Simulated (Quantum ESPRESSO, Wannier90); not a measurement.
## Tight-binding from DFT: Ge$_{2}$Mo (I4/mmm)

```xyz
3
Lattice="0.0000 -3.3202 0.0000 3.3202 0.0000 0.0000 -1.6601 1.6601 4.0932" Properties=species:S:1:pos:R:3 pbc="T T T"
Ge    -1.6601     1.6601     1.3235
Ge     1.6601    -1.6601    -1.3235
Mo     0.0000     0.0000     0.0000
```

Cell from Materials Project (mp-10201), symmetrised, no further relaxation. Not found in the COD (Crystallography Open Database) copy used, which has the formula in other groups; not checked further. Level: LDA, no spin polarisation, no spin-orbit coupling; pw.x of Quantum ESPRESSO at 64 Ry with PseudoDojo potentials, 10×10×10 k-points, Wannier90. Density: 10×10×10 mesh, cold smearing 0.01 Ry. Spin-orbit coupling, left out, would split the p-like bands by a few tenths of an eV.

The plane-wave run has 41 bands and 42 electrons a cell. On the energy scale of pw.x, whose zero is arbitrary, the Fermi level lies at 17.76 eV.

Isolated groups of bands, relative to the Fermi level (bands from 15 on overlap up to the last one computed):

```csv
bands,from (eV),to (eV),filling,weight on atomic waves
1,-60.70,-60.68,filled,"Mo 4s 94 %, Ge 4p 4 %"
2–4,-34.99,-34.81,filled,Mo 4p 98 %
5–14,-24.87,-24.65,filled,Ge 3d 100 %
```

Input w.win, without the blocks of cell, atoms and k-points (1000 lines):

```
num_bands = 41
num_wann = 17
num_iter = 800
conv_tol = 1.0e-6
conv_window = 4
dis_num_iter = 1000
dis_conv_tol = 1.0e-6
dis_froz_max = 19.26
write_hr = true
write_u_matrices = true
begin projections
Ge: s;p
Mo: s;p;d
end projections
mp_grid = 10 10 10
```

Q: This input has a fault. Which, and what does the program do?

A: wannier90.x stops with:
```
dis_windows: More states in the frozen window than target WFs
```
At some k-point more bands lie below dis_froz_max than there are Wannier functions, and every frozen state has to fit into the subspace. Here the deep bands below band 15 or between the kept ones were not excluded and fill the window; only bands 15-41 belong to the model. Mended as below, all else unchanged, the run goes through (Ω_I = 20.4 Å²) and follows the plane-wave bands to 1.1 meV rms (states up to 1.0 eV relative to the Fermi level).
```
num_bands = 27
exclude_bands = 1-14
```
